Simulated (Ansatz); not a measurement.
Convergence of Cu3Te with the k-point mesh

All numbers below come from DFT PBE, scalar-relativistic, plane waves, PAW in Ansatz.

```xyz
4
Lattice="3.9102 -0.0036 -0.0012 -0.0036 3.9089 -0.0018 -0.0012 -0.0018 3.9933" Properties=species:S:1:pos:R:3 pbc="T T T"
Cu    0.0869    2.1225    1.9245
Cu    1.9222   -0.0719    1.7996
Cu    1.8780    2.0341    0.0070
Te   -0.1229   -0.0596    0.0770
```

The plane-wave cutoff is 420 eV. The occupation rule is Gaussian smearing, 0.1 eV and the spin treatment is unpolarised.

The atoms stay fixed while the k-point mesh is varied. ΔE is the energy extrapolated to zero smearing, less that of the reference run (8×8×8). The cell was strained and its atoms displaced at random, so that forces don't vanish. The meshes are Γ-centred. Spin–orbit coupling is left out. Pressure is positive in compression.

Problem. Tried: 1×1×1, 2×2×2, 4×4×2, 4×4×4, 6×6×6, 8×8×8. From which k-point mesh on does the energy per atom stay within 100, 10 and 1 meV of the reference?

Solution. 4×4×2 for 100 meV, 6×6×6 for 10 meV, none but the reference for 1 meV. The reference itself isn't shown to be converged. At 6×6×6, where the energy is within 10 meV, force components already agree to within 0.009 eV/Å, where the largest force is 1.547 eV/Å.

```tsv
mesh	ΔE (meV/atom)	P (GPa)	largest change of a force component (eV/Å)	irreducible points
1×1×1	984	15.22	1.438	1
2×2×2	200	10.34	0.135	8
4×4×2	86.8	6.18	0.079	20
4×4×4	22.7	6.00	0.061	36
6×6×6	-3.58	5.76	0.009	112
8×8×8	0.00	5.36	0.000	260
```